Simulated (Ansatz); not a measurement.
**What relativity does to AgB$_{2}$**

```
Ag B
1.0
     3.02118    0.00000    0.00000
    -1.51059    2.61642    0.00000
     0.00000    0.00000    4.06266
Ag B
1 2
Direct
  0.00000 0.00000 0.00000
  0.33333 0.66667 0.50000
  0.66667 0.33333 0.50000
```

The cell comes from a relaxation on PAW files under the same functional, begun from a database entry that needn't be the ground state.

All-electron LAPW in Ansatz 0.2.0 under PBE, with a Γ-centred 14×14×11 k mesh, Fermi–Dirac smearing of 0.05 eV, no spin polarisation. The basis error target is 0.5 meV/atom. The same cell is solved at each level of relativity (Schrödinger's equation, the scalar-relativistic one, Dirac's), and each level may then relax the cell.

The elements are taken as Ag fcc, B alpha-B12, each relaxed on PAW files under the same functional and computed by the same method as the compound; zero-point and thermal terms are left out. Formation energies keep the scalar-relativistic cells of compound and elements, so at the other levels neither side is at rest.

The relaxed volume lies +27 % from the database entry's, so this cell isn't the real material's; missing dispersion or a faulty entry can cause that.

| level | P at the cell (GPa) | gap (eV) | ΔE(formation) at the fixed cells (eV/atom) | relaxed V (Å³/atom) |
| --- | --- | --- | --- | --- |
| scalar-relativistic | -0.06 | 0.00 | 0.520 | 10.70 |
| non-relativistic | ? | 0.00 | 0.477 | 10.99 |
| with spin–orbit coupling | -0.12 | 0.00 | – | – |

Task: Give the missing entry: row "non-relativistic", column "P at the cell (GPa)".

Result: 3.37.

Task: Does scalar relativity shrink or swell this crystal?

Result: It shrinks it by 2.6 % in volume against the non-relativistic cell.

Task: How do the Löwdin populations move when relativity is switched off?

Result: Ag 5s 0.43 → 0.39, Ag 4d 9.72 → 9.75 electrons an atom. The projections hold only the shells that the free atoms fill, so charge of other character is partly counted to these shells and partly left out.
